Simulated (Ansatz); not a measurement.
## Every step of a relaxation of SbAs (zincblende type)

DFT, PBEsol, PAW with Ansatz's default frozen-core files, scalar-relativistic (Ansatz 0.2.0); a Γ-centred 12×12×12 k mesh, Fermi–Dirac smearing of 0.1 eV, no spin polarisation. The run relaxes cell and atoms at a target pressure of 0 GPa.

Command: `ansatz run input.yaml --threads 1 --pin off --max-ram 2048MiB --backend cpu --events-out ev --progress --plain --runs-dir out` It took 32 s on 1 thread of Arm Neoverse V2, on a shared host, peak memory 0.42 GiB.

```yaml
crystal:
  lattice:
    - [0.0, 3.1010058871, 3.1010058871]
    - [3.1010058871, 0.0, 3.1010058871]
    - [3.1010058871, 3.1010058871, 0.0]
  atoms:
    - { symbol: Sb, position: [0.0, 0.0, 0.0] }
    - { symbol: As, position: [0.25, 0.25, 0.25] }
kpoints:
  mp_grid: { grid: [12, 12, 12] }
scf:
  occupations: { method: fermi_dirac, width: 0.1 }
hamiltonian:
  xc: pbesol
  pseudopotentials: { kind: paw }
output:
  forces: true
  stress: true
  write_density: true
  write_potential: true
  elf: true
  volumetric_format: npy
relax:
  f_tol: 0.005
  max_steps: 40
  cell: {}
```

Each step lists its free energy a cell above the last geometry, the pressure, the cell vectors (Å), and Cartesian positions (Å) with forces (eV/Å).

The first step:

```
step 1  dF = 110.33 meV  P = 5.73 GPa
  cell 0.0000 3.1010 3.1010  3.1010 0.0000 3.1010  3.1010 3.1010 0.0000
  Sb 0.0000 0.0000 0.0000   0.0000 0.0000 0.0000
  As 1.5505 1.5505 1.5505   0.0000 0.0000 0.0000
```

Spin–orbit coupling is left out, which matters for the heavy atoms. The PAW files were made under PBE.

The symmetry of the start is kept and no stability test is made, so the end need not be the stable phase.

Question: Where does the relaxation end, and by which steps?

Answer: After 4 geometries, with conventional a, b, c = 6.429, 6.429, 6.429 Å, at 33.220 Å³/atom (+11.40 % against the start) in space group F-43m, with a shortest distance of 2.784 Å. The further steps:
```
step 2  dF = 10.80 meV  P = -1.39 GPa
  cell 0.0000 3.2522 3.2522  3.2522 0.0000 3.2522  3.2522 3.2522 0.0000
  Sb 0.0000 0.0000 0.0000   0.0000 0.0000 0.0000
  As 1.6261 1.6261 1.6261   0.0000 0.0000 0.0000
step 3  dF = 0.28 meV  P = -0.22 GPa
  cell 0.0000 3.2203 3.2203  3.2203 0.0000 3.2203  3.2203 3.2203 0.0000
  Sb 0.0000 0.0000 0.0000   0.0000 0.0000 0.0000
  As 1.6102 1.6102 1.6102   0.0000 0.0000 0.0000
step 4  dF = 0.00 meV  P = 0.01 GPa
  cell 0.0000 3.2146 3.2146  3.2146 0.0000 3.2146  3.2146 3.2146 0.0000
  Sb 0.0000 0.0000 0.0000   0.0000 0.0000 0.0000
  As 1.6073 1.6073 1.6073   0.0000 0.0000 0.0000
step 5  dF = -1.04 meV  P = 0.01 GPa  (same geometry on a basis chosen anew; earlier energies don't compare to the last digit)
  cell 0.0000 3.2146 3.2146  3.2146 0.0000 3.2146  3.2146 3.2146 0.0000
  Sb 0.0000 0.0000 0.0000   0.0000 0.0000 0.0000
  As 1.6073 1.6073 1.6073   0.0000 0.0000 0.0000
```
